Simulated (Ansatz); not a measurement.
Consider the following.

HfN:
Space group Pm-3m (No. 221); a = 2.804 Å, b = 2.804 Å, c = 2.804 Å, α = 90.00°, β = 90.00°, γ = 90.00°

```csv
atom,site,symmetry,x,y,z
Hf,1a,m-3m,0.0000,0.0000,0.0000
N,1b,m-3m,0.5000,0.5000,0.5000
```

This is the r²SCAN-relaxed structure.

**Question.** All from plane-wave PAW r²SCAN (Ansatz code), unless another level is named. Give the electronic character.

**Answer.** metallic (no gap).

**Question.** Predict the density of states at the Fermi level.

**Answer.** 0.50 states/eV per atom (mean over ±0.08 eV).

**Question.** Give the formation energy from the elements (no fitted shifts).

**Answer.** -0.85 eV/atom.

A made-up cell: these elements were put on the sites of a structure type; neither database checked (COD, Materials Project) lists it. It is not the phase usual at ambient conditions (space group No. 225). Symmetry was held in the r²SCAN relaxation; whether a distortion lowers the energy is not shown. The run is not spin-polarised. With an odd number of electrons in the cell and no spin polarisation, the count alone makes it a metal. The references are the lowest solids computed at this level, not always the standard phases (solids in place of the gases). Scalar-relativistic: spin–orbit coupling is off unless named, which matters more the heavier the elements.

Potentials: the later of the program's two PAW sets.
